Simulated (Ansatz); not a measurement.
Relaxed Cu (fcc, Cu type):

```yaml
crystal:
  lattice:
    - [3.56339, 0.00000, 0.00000]
    - [0.00000, 3.56339, 0.00000]
    - [0.00000, 0.00000, 3.56339]
  atoms:
    - { symbol: Cu, position: [0.00000, 0.00000, 0.00000] }
    - { symbol: Cu, position: [0.50000, 0.50000, 0.00000] }
    - { symbol: Cu, position: [0.50000, 0.00000, 0.50000] }
    - { symbol: Cu, position: [0.00000, 0.50000, 0.50000] }
```

Scan: atom 4 (Cu, nearest neighbour Cu at 2.520 Å; its periodic images, 3.6 Å or more away, move with it) is displaced along Cartesian [111], direction (0.577, 0.577, 0.577) in Cartesian axes, by s. The other atoms stay.

All values below come from PBEsol (plane waves to 420 eV, PAW, scalar-relativistic; Ansatz, an electronic-structure program). k mesh 11×11×11 (Γ-centred), Fermi-Dirac smearing 0.05 eV. Energies are smeared free energies. Left out: 2 of 11 points, with atoms too close for the PAW data. With partly filled bands, energies and forces of such displacements shift with the k mesh and the smearing. Cu is run without spin polarisation. Cu was relaxed with its symmetry unable to fall. The PAW data are Ansatz's earlier set. ΔE is measured from the undisplaced structure. The last digit holds for this mesh only.

```json
[
 {"s (Å)": "-0.608", "ΔE (meV/cell)": "1947.3"},
 {"s (Å)": "-0.456", "ΔE (meV/cell)": "withheld"},
 {"s (Å)": "-0.304", "ΔE (meV/cell)": "389.6"},
 {"s (Å)": "-0.152", "ΔE (meV/cell)": "91.2"},
 {"s (Å)": "0.000", "ΔE (meV/cell)": "0.0"},
 {"s (Å)": "0.152", "ΔE (meV/cell)": "91.2"},
 {"s (Å)": "0.304", "ΔE (meV/cell)": "389.6"},
 {"s (Å)": "0.456", "ΔE (meV/cell)": "withheld"},
 {"s (Å)": "0.608", "ΔE (meV/cell)": "1947.3"}
]
```

### Question
Fit an even polynomial form (powers 2, 4) to the given rows and predict ΔE at s = 0.456.

### Answer
Least squares on the 7 given rows: ΔE = (3865)·s² + (3796)·s⁴, in meV/cell with s in Å; root-mean-square residual 0.12 meV/cell. At 0.456 the fit gives 967.8 meV/cell; the calculation gives 968.1 meV/cell, so the interpolation is off by -0.3 (-0.0 %). The quadratic term alone would give 803.7 meV/cell.

(A displaced cell: forces are minus the slopes of the energy, force constants its curvatures, and phonons follow from these.)
